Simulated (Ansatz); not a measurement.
**In₂Bi₂Te₂S₃, a known structure type with other elements, at an estimated volume**

```xyz
9
Lattice="2.0902 3.6203 0.0000 -2.0902 3.6203 0.0000 0.0000 0.0000 16.6348" Properties=species:S:1:pos:R:3 pbc="T T T"
Bi    0.0000    0.0000    3.2400
Bi    0.0000    0.0000   13.3949
In    0.0000    2.4136   10.0014
In    0.0000    4.8271    6.6335
Te    0.0000    2.4136   15.1477
Te    0.0000    4.8271    1.4872
S     0.0000    2.4136    4.9600
S     0.0000    4.8271   11.6748
S     0.0000    0.0000    8.3174
```

The numbers come from plane-wave PAW DFT (Ansatz): PBE, no spin polarisation, 420 eV, 9×9×2 Γ-centred k points, fermi-dirac occupations (width 0.0614 eV). Nothing was relaxed.

(1) Give the Bader charges.

(2) What do density and ELF say about some of the short contacts?

(3) Is it stable against the elements?

(4) Is there a gap?

Origin: a known structure type with other elements, at an estimated volume, so it need not be a known compound.

Results:

(1) Bader charges in e: In +0.93, Bi +0.88, Te -0.40, S -0.96 to -0.92. In the mean In gives up most and S takes most.

(2) In–S at 2.94 Å: least valence density 0.21 e/Å³ and ELF 0.26 there. Bi–S at 2.96 Å: least valence density 0.24 e/Å³ and ELF 0.28 there. Bi–Te at 2.98 Å: least valence density 0.33 e/Å³ and ELF 0.48 there. Both are smooth PAW fields, read partly inside the augmentation spheres.

(3) -0.30 eV an atom against the elements' usual phases (free molecules for gases, crystals otherwise, with no correction for O₂ or N₂), so it is bound against them; other compounds may still compete. Relaxing would lower it.

(4) It is a metal, with about 2.2 states/eV a cell as the mean within 0.25 eV of the Fermi level, mostly S p (35 %), In s (32 %) and Te p (16 %).
